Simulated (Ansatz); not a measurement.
# AgI, first-principles data

AgI:
```
CELL_PARAMETERS angstrom
      4.44929     0.00000     0.00000
     -2.22465     3.85320     0.00000
      0.00000     0.00000    10.39365
ATOMIC_POSITIONS crystal
  Ag 0.49961 0.00000 0.33333
  Ag 0.00000 0.49961 0.66667
  Ag 0.50039 0.50039 0.00000
  I  0.49994 0.00000 0.83333
  I  0.00000 0.49994 0.16667
  I  0.50006 0.50006 0.50000
```

Space group P6_422 (No. 181); conventional cell a = 4.4493 Å, b = 4.4493 Å, c = 10.3937 Å, α = 90.00°, β = 90.00°, γ = 120.00°.

Method: DFT-PBEsol in the program Ansatz with PAW potentials. The cell and atoms are relaxed at this level. Other levels are named where they apply.

**Cell and energy**

Volume per atom: 29.70 Å³
Density: 6.56 g/cm³
Formation energy from the elements (no fitted shifts): -0.16 eV/atom

**Electronic structure**

* **Band gap**: 0.56 eV (indirect)
* **Valence-band maximum**: at A
* **Conduction-band minimum**: at Γ
* **Smallest direct gap on the standard path**: 1.03 eV
* **Electron effective mass**: 0.13 mₑ (isotropic)
* **Hole effective mass**: 0.30, 0.30, 0.55 mₑ (principal values)

**Dielectric response**

- Electronic dielectric constant ε∞ (DFPT) = 6.60 (xx = yy), 7.55 (zz)
- Born charges (a third of the trace) = Ag +1.27, I -1.27 e

The start of the workflow was typed in or built on a structure type; neither database checked (COD, Materials Project) lists it. It is not the phase usual at ambient conditions (space group No. 186, 216). Symmetry was held in the PBEsol relaxation; whether a distortion lowers the energy is not shown. No spin polarisation was allowed. Point labels and valley counts follow the cell and symmetry of the run, lower than the named group. The references are the lowest solids computed at this level, not always the standard phases. Spin–orbit coupling is left out wherever it is not named.

Potentials: the later of the program's two PAW sets.
